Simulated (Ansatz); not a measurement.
Ti:
```yaml
crystal:
  lattice:
    - [4.45100, 0.00000, 0.00000]
    - [-2.22550, 3.85468, 0.00000]
    - [0.00000, 0.00000, 2.77045]
  atoms:
    - { symbol: Ti, position: [0.00000, 0.00000, 0.00000] }
    - { symbol: Ti, position: [0.33333, 0.66667, 0.50000] }
    - { symbol: Ti, position: [0.66667, 0.33333, 0.50000] }
```

Relaxed with LDA. Special points in fractions of this cell's reciprocal vectors: Γ (0.000, 0.000, 0.000); M (0.500, 0.000, 0.000); K (0.333, 0.333, 0.000); A (0.000, 0.000, 0.500); L (0.500, 0.000, 0.500); H (0.333, 0.333, 0.500).

Question: List the band energies nearest the Fermi level at these points for plane-wave PAW LDA (Ansatz code).

Answer: In eV from the Fermi level; about four levels below and three above (degenerate sets whole), none deeper than 8.9 eV; points with the same levels are listed once.

| k | below | above |
|---|---|---|
| Γ | -0.70 -0.70 -0.59 -0.59 | 0.01 0.72 1.36 1.36 |
| M | -2.81 -0.51 -0.49 -0.41 | 0.02 0.58 1.01 |
| K | -3.13 -3.13 -0.37 -0.37 -0.06 | 0.12 0.51 0.51 |
| A | -2.17 -1.80 -1.80 -1.67 | 1.13 1.13 1.34 1.34 |
| L | -1.88 -1.33 -0.72 -0.66 | 0.31 0.84 1.14 |
| H | -1.49 -1.49 -1.16 -1.16 -1.07 | 0.66 0.66 0.80 0.80 |

Space group P6/mmm. This is a known high-pressure phase of the composition, computed here at zero pressure and temperature. The LDA relaxation kept the symmetry of its start; its stability against distortions is not shown here. No spin polarisation was allowed.

Potentials: the earlier of the program's two PAW sets. The files were generated under PBE; for other functionals the program regenerates the frozen cores, and for LDA and PBEsol the local potential too.
